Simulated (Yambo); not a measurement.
Cs2CaH4 (space group I4/mmm, No. 139): one transition space (6×6×6 mesh, 4 valence and 9 conduction bands, Tamm-Dancoff) with different kernels in Yambo, on PBEsol orbitals; field along x. BSE alone uses the static screening with 76 bands and a 3 Ry block; its scissor and those of RPA and TDDFT come from G0W0, that of the TDHF-type run from bare exchange. Axes are Cartesian, with cell vectors (Å) (-2.30, 2.30, 7.75), (2.30, -2.30, 7.75), (2.30, 2.30, -7.75).

```csv
kernel,scissor (eV),direct gap with it (eV),lowest state (eV),rough cost
BSE (screened electron-hole attraction),2.33,5.17,4.49 (strong),1 (with the screening)
RPA (no attraction),2.33,5.17,5.18 (weak),about 1/10
"TDHF-type (unscreened attraction, exchange-only scissor)",7.70,10.55,6.77 (strong),about 1/6
```

Costs are rough.

RPA leaves the lowest state at the direct gap: no bound exciton. These are vertical excitations (zero momentum). Spin singlets only. Strong means a line over 3 % of the spectrum's maximum, dark under 0.03 %. Absolute energies carry the error of the G0W0 scissor, whose convergence isn't established; the long-wavelength screening was taken along (1,1,1) although the crystal is anisotropic. On a 4×4×4 mesh the BSE binding is 0.80 eV, so it isn't converged.

Geometry of the Materials Project entry, not relaxed at this level; primitive cell a = b = c = 8.4093 Å, α = β = 148.23°, γ = 45.54°.

The structure is a Materials Project entry; no match was found in the copy of COD used, and its stability was not checked.
